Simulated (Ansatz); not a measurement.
Values for one crystal, relaxed and computed with the program Ansatz at the r²SCAN level (PAW); other levels are named.

Volume per atom: 14.23 Å³
Electronic character: metallic (no gap)
Gap with spin–orbit coupling: none (metallic)
Formation energy from the elements (no fitted shifts): -11 kJ/mol of atoms
Bulk modulus (Birch–Murnaghan fit): 116 GPa
Pressure derivative B′: 4.9
Density of states at the Fermi level: 0.13 states/eV per atom (mean over ±0.08 eV)

Problem. Pick the material that matches.
A. YMg3, Fm-3m (Y on 4a, Mg on 8c, Mg on 4b)
B. MgCu4Sn, F-43m (Cu on 16e, Sn on 4a, Mg on 4c)
C. YInCu4, F-43m (Y on 4a, In on 4d, Cu on 16e)
D. GdInCu4, F-43m (Gd on 4a, In on 4d, Cu on 16e)

Solution. B, MgCu4Sn, F-43m (Cu on 16e, Sn on 4a, Mg on 4c)

The workflow started from an entry of the Crystallography Open Database (COD). Whether it is the stable phase at ambient conditions was not checked. The cell was relaxed with r²SCAN under the symmetry of its start; whether a distortion lowers the energy is not shown. No spin polarisation was allowed. The references are the lowest solids computed at this level, not always the standard phases. Spin–orbit coupling is left out wherever it is not named.

Potentials: the later of the program's two PAW sets.
